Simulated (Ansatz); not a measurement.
Data:

InBi:
```xyz
8
Lattice="13.0332 0.0000 0.0000 0.0000 4.2034 0.0000 0.0000 0.0000 4.6379" Properties=species:S:1:pos:R:3 pbc="T T T"
In     2.1015     1.0509     0.4972
In     4.4150     3.1526     2.8161
In    10.9316     3.1526     4.1407
In     8.6181     1.0509     1.8218
Bi    11.8369     1.0509     1.7945
Bi     7.7129     3.1526     4.1134
Bi     1.1963     3.1526     2.8434
Bi     5.3203     1.0509     0.5245
```

This is the PBE-relaxed structure.

Problem. All from the program Ansatz at the PBE level (PAW), unless another level is named. Predict the density of states at the Fermi level.

Solution. 0.45 states/eV per atom (mean over ±0.08 eV).

Problem. And the formation energy from the elements (no fitted shifts)?

Solution. 4.5 kJ/mol-atom.

Space group Pnma. The cell is a constructed one: a structure type filled with these elements; neither database checked (COD, Materials Project) lists it. COD files the formula under space group No. 129, so this cell is another polymorph or a model. Its standing as an ambient phase is unchecked. Symmetry was held in the PBE relaxation; its stability against distortions is not shown here. The references are the lowest solids computed at this level, not always the standard phases. Spin–orbit coupling is left out wherever it is not named.

Potentials: the later of the program's two PAW sets.
